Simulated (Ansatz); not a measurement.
ZrO2:
```cif
data_O8Zr4
_chemical_formula_sum 'Zr4 O8'
_space_group_name_H-M_alt 'P 1'
_space_group_IT_number 1
_cell_length_a 10.40298
_cell_length_b 3.48651
_cell_length_c 3.77177
_cell_angle_alpha 90.000
_cell_angle_beta 90.000
_cell_angle_gamma 90.000
loop_
_space_group_symop_operation_xyz
  'x, y, z'
loop_
_atom_site_label
_atom_site_type_symbol
_atom_site_fract_x
_atom_site_fract_y
_atom_site_fract_z
_atom_site_occupancy
Zr1 Zr 0.88017 0.75000 0.75124 1
Zr2 Zr 0.11983 0.25000 0.24876 1
Zr3 Zr 0.61983 0.25000 0.25124 1
Zr4 Zr 0.38017 0.75000 0.74876 1
O1 O 0.21595 0.75000 0.38700 1
O2 O 0.78405 0.25000 0.61300 1
O3 O 0.28405 0.25000 0.88700 1
O4 O 0.71595 0.75000 0.11300 1
O5 O 0.47254 0.75000 0.25882 1
O6 O 0.52746 0.25000 0.74118 1
O7 O 0.02746 0.25000 0.75882 1
O8 O 0.97254 0.75000 0.24118 1
```

Relaxed with r²SCAN.

Which orbitals make up the states near the band edges in DFT-r²SCAN in the program Ansatz with PAW potentials?

Top 1 eV of the valence band: O 2p 93 %. Bottom 1 eV of the conduction band: Zr 4d 88 %, O 2p 9 %. Projections are on Löwdin-orthogonalised atomic valence shells; empty p or d shells of many metals are not among them.

Tabulate the density of states.

States/eV per cell of 12 atoms, in 0.25 eV bins, energy from the valence-band maximum.

```tsv
E (eV)	total	O 2p	Zr 4d	O 2s
-5.30	0.00	0.00	0.00	0.00
-5.05	0.47	0.31	0.12	0.00
-4.80	3.29	2.23	0.86	0.01
-4.55	7.44	5.13	1.98	0.03
-4.30	13.15	9.14	3.54	0.04
-4.05	11.90	8.32	3.23	0.04
-3.80	9.71	7.00	2.33	0.05
-3.55	10.07	7.62	1.90	0.09
-3.30	10.46	8.05	1.89	0.09
-3.05	9.48	7.51	1.49	0.08
-2.80	9.24	7.52	1.20	0.09
-2.55	9.05	7.45	1.05	0.12
-2.30	4.18	3.44	0.50	0.06
-2.05	12.34	10.25	1.56	0.12
-1.80	10.09	8.60	1.09	0.08
-1.55	13.11	11.28	1.37	0.09
-1.30	10.98	9.69	0.92	0.07
-1.05	11.32	10.16	0.80	0.07
-0.80	7.70	7.05	0.41	0.05
-0.55	12.12	11.17	0.65	0.05
-0.30	13.08	12.29	0.51	0.05
-0.05	2.82	2.70	0.06	0.01
0.20	0.00	0.00	0.00	0.00
0.45	0.00	0.00	0.00	0.00
0.70	0.00	0.00	0.00	0.00
0.95	0.00	0.00	0.00	0.00
1.20	0.00	0.00	0.00	0.00
1.45	0.00	0.00	0.00	0.00
1.70	0.00	0.00	0.00	0.00
1.95	0.00	0.00	0.00	0.00
2.20	0.00	0.00	0.00	0.00
2.45	0.00	0.00	0.00	0.00
2.70	0.00	0.00	0.00	0.00
2.95	0.00	0.00	0.00	0.00
3.20	0.00	0.00	0.00	0.00
3.45	0.00	0.00	0.00	0.00
3.70	0.00	0.00	0.00	0.00
3.95	0.08	0.00	0.08	0.00
4.20	2.13	0.14	1.94	0.01
4.45	2.70	0.23	2.39	0.01
4.70	6.18	0.59	5.40	0.05
4.95	6.16	0.58	5.35	0.07
5.20	8.19	0.76	7.17	0.07
5.45	8.81	0.82	7.69	0.08
5.70	7.49	0.82	6.35	0.11
5.95	11.03	1.54	8.98	0.19
6.20	9.65	1.47	7.67	0.20
6.45	6.16	0.73	4.84	0.35
6.70	7.68	0.89	5.89	0.53
6.95	7.39	0.86	5.42	0.61
7.20	5.52	0.61	3.95	0.54
7.45	5.31	0.58	3.66	0.57
7.70	5.77	0.75	3.75	0.59
7.95	5.59	0.91	3.76	0.44
8.20	7.35	1.35	4.93	0.49
8.45	10.22	2.10	6.86	0.51
8.70	8.78	1.99	5.84	0.31
```

Space group Pnma. The workflow started from a Materials Project entry (that database holds measured and hypothetical structures alike); the Crystallography Open Database copy checked does not list it. It is not the phase usual at ambient conditions (space group No. 14). Symmetry was held in the r²SCAN relaxation; its stability against distortions is not shown here. The run is not spin-polarised. Spin–orbit coupling is left out wherever it is not named.

Potentials: the later of the program's two PAW sets.
